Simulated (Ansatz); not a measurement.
Recipe of this trial structure of TiSn5: random cell by space group and Wyckoff sites (R-3m, No. 166). Lengths were set from tabulated atomic sizes, so they are only a guess.

```
Ti Sn
1.0
     3.18315    1.83779    4.77750
    -3.18315    1.83779    4.77750
     0.00000   -3.67559    4.77750
Ti Sn
1 5
Direct
  0.00000 0.00000 0.00000
  0.75126 0.75126 0.75126
  0.24874 0.24874 0.24874
  0.88258 0.88258 0.88258
  0.11742 0.11742 0.11742
  0.50000 0.50000 0.50000
```

Level of theory: Ansatz 0.2.0, DFT PBE, scalar-relativistic, plane waves, PAW. Cutoff 420 eV, Gaussian smearing, Γ-centred meshes. Cell and atoms relax first on a coarse mesh and then on a finer one. In between, the cell is made exact in the group found at 0.06 Å. In metals the finer mesh still leaves noise of several meV/atom or more. The steps can't lower the symmetry of their start. Collinear spin is switched on along the way, since trial moments persisted in a coarse test.

A guess keeps its type if space group and coordination stay and the shape of the cell changes little (axis ratios within about 15 %, angles within 6°); the volume may change.

Q: Does this structure survive the relaxation?

A: It doesn't keep its type. The symmetry stays R-3m (No. 166). The volume per atom shrinks by 5.6 %, from 27.9 to 26.4 Å³. The shortest distance goes from 1.68 Å (Ti–Sn) to 2.85 Å (Ti–Sn). The ratio c/a of the conventional cell changes by a factor of 1.45. Counting neighbours within 15 % of an atom's shortest distance, the start has Sn 1/2/14, Ti 2 and the end Sn 8, Ti 8. In detail, at the end Ti is surrounded by 2 Sn at 2.85 Å and 6 Sn at 3.19 Å; around Sn on a site of symmetry 3m lie 5 Sn at 3.03–3.20 Å and 3 Ti at 3.19 Å; Sn on a second site of symmetry 3m is surrounded by 1 Ti at 2.85 Å and 7 Sn at 3.03–3.20 Å; 1 more site not described.

```yaml
crystal:
  lattice:
    - [2.75942, 1.59315, 6.00073]
    - [-2.75942, 1.59315, 6.00073]
    - [0.00000, -3.18630, 6.00073]
  atoms:
    - { symbol: Ti, position: [0.00000, 0.00000, 0.00000] }
    - { symbol: Sn, position: [0.67344, 0.67344, 0.67344] }
    - { symbol: Sn, position: [0.32656, 0.32656, 0.32656] }
    - { symbol: Sn, position: [0.84178, 0.84178, 0.84178] }
    - { symbol: Sn, position: [0.15822, 0.15822, 0.15822] }
    - { symbol: Sn, position: [0.50000, 0.50000, 0.50000] }
```

The last run used collinear spin, a 12×12×12 mesh for its 6-atom cell and Gaussian smearing of 0.10 eV. Another magnetic order may lie lower. Symmetry constrained the relaxation, so the result can be a saddle point.

In counts of neighbours, a slash parts the counts of unlike sites.
